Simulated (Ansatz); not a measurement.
This cell of LiNbO3 (space group R-3c) is off equilibrium:

```yaml
crystal:
  lattice:
    - [2.56213, 1.47925, 4.51823]
    - [-2.56213, 1.47925, 4.51823]
    - [0.00000, -2.95850, 4.51823]
  atoms:
    - { symbol: Li, position: [0.74262, 0.74262, 0.74262] }
    - { symbol: Li, position: [0.24262, 0.24262, 0.24262] }
    - { symbol: Nb, position: [0.00151, 0.00151, 0.00151] }
    - { symbol: Nb, position: [0.50151, 0.50151, 0.50151] }
    - { symbol: O, position: [0.62332, 0.87254, 0.24859] }
    - { symbol: O, position: [0.37254, 0.12332, 0.74859] }
    - { symbol: O, position: [0.24859, 0.62332, 0.87254] }
    - { symbol: O, position: [0.74859, 0.37254, 0.12332] }
    - { symbol: O, position: [0.87254, 0.24859, 0.62332] }
    - { symbol: O, position: [0.12332, 0.74859, 0.37254] }
```

Computed with LDA (plane waves to 420 eV, PAW, scalar-relativistic; Ansatz, a program for electronic structure). k mesh 8×8×8 (Γ-centred), Fermi-Dirac smearing 0.05 eV. Stress and pressure are positive under compression. LiNbO3 is run without spin polarisation. LiNbO3 was relaxed with its symmetry unable to fall. This is one of several known forms of LiNbO3; the measured ambient cells at hand have space group No. 161.

Question: Predict the force on every atom, in eV/Å.

Answer: 
```tsv
atom	Fx	Fy	Fz
Li1	0.000	0.000	0.027
Li2	0.000	0.000	0.027
Nb3	0.000	0.000	-0.088
Nb4	0.000	0.000	-0.088
O5	-0.014	0.006	0.020
O6	0.014	0.006	0.020
O7	0.002	-0.015	0.020
O8	-0.012	0.009	0.020
O9	0.012	0.009	0.020
O10	-0.002	-0.015	0.020
```

(A displaced cell: forces are minus the slopes of the energy, force constants its curvatures, and phonons follow from these.)
